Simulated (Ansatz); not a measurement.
Ge (diamond), relaxed with LDA (Ansatz, a program for electronic structure, plane waves, PAW): a = b = c = 5.622 Å, α = β = γ = 90.00°.

Question: The same phase is relaxed and computed with PBE+D3(BJ) in the same code. What is the cell now?

Answer: a = b = c = 5.700 Å, α = β = γ = 90.00°.

All cells were relaxed under the symmetry of their starts (and spin orders); stability against distortions was not tested throughout. Spin–orbit coupling is left out wherever it is not named.

Potentials: the earlier of the program's two PAW sets. The files were generated under PBE; for other functionals the program regenerates the frozen cores, and for LDA and PBEsol the local potential too.

Ansatz is a plane-wave DFT program.
